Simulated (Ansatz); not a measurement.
La2Zn3Ge6:
```xyz
22
Lattice="3.0031 -12.4626 0.0000 3.0031 12.4626 0.0000 0.0000 0.0000 5.9930" Properties=species:S:1:pos:R:3 pbc="T T T"
La     3.0031    -9.8193     1.4982
La     3.0031     9.8193     4.4947
La     3.0031     2.6405     4.4947
La     3.0031    -2.6405     1.4982
Zn     4.5628     0.0000     0.0000
Zn     1.4435     0.0000     0.0000
Zn     1.4435     0.0000     2.9965
Zn     4.5628     0.0000     2.9965
Zn     3.0031     4.0271     1.4982
Zn     3.0031    -4.0271     4.4947
Ge     1.2790     5.0366     5.7685
Ge     4.7273    -5.0366     0.2244
Ge     4.7273    -5.0366     2.7720
Ge     1.2790     5.0366     3.2209
Ge     1.2790    -5.0366     0.2244
Ge     4.7273     5.0366     5.7685
Ge     4.7273     5.0366     3.2209
Ge     1.2790    -5.0366     2.7720
Ge     3.0031   -10.8672     4.4947
Ge     3.0031    10.8672     1.4982
Ge     3.0031     1.4540     1.4982
Ge     3.0031    -1.4540     4.4947
```

Relaxed with r²SCAN. Special points in fractions of this cell's reciprocal vectors: Γ (0.000, 0.000, 0.000); Y (-0.500, 0.500, 0.000); C0 (-0.265, 0.735, 0.000); Σ0 (0.265, 0.265, 0.000); Z (0.000, 0.000, 0.500); A0 (0.265, 0.265, 0.500); E0 (-0.265, 0.735, 0.500); T (-0.500, 0.500, 0.500); S (0.000, 0.500, 0.000); R (0.000, 0.500, 0.500).

### Question
List the band energies nearest the Fermi level at these points for r²SCAN (plane waves, PAW; program Ansatz).

### Answer
In eV from the Fermi level; about four levels below and three above (degenerate sets whole), none deeper than 8.9 eV; points with the same levels are listed once.

```tsv
k	below	above
Γ	-1.78 -1.76 -1.34 -1.03	0.02 0.02 0.76
Y	-1.85 -1.64 -1.01 -0.11	0.04 0.04 0.06
C0	-1.54 -1.13 -0.12 -0.10	0.24 0.36 0.92
Z	-1.33 -1.33 -0.04 -0.04	0.13 0.13 1.12 1.12
A0	-1.11 -1.11 -0.61 -0.61	0.24 0.24 0.49 0.49
T	-1.78 -1.78 -1.33 -1.33	0.11 0.11 0.16 0.16
S	-1.73 -1.43 -1.15 -0.03	0.05 0.06 0.20
R	-0.99 -0.99 -0.78 -0.78	0.38 0.38 0.49 0.49
```

Space group Cmcm. The first step of the workflow began from a Materials Project structure, measured or hypothetical; the Crystallography Open Database files this formula in space group No. 63, but the cells were not matched. Its standing as an ambient phase is unchecked. The r²SCAN relaxation kept the symmetry of its start; whether a distortion lowers the energy is not shown. Spin–orbit coupling is left out wherever it is not named.

Potentials: the later of the program's two PAW sets.
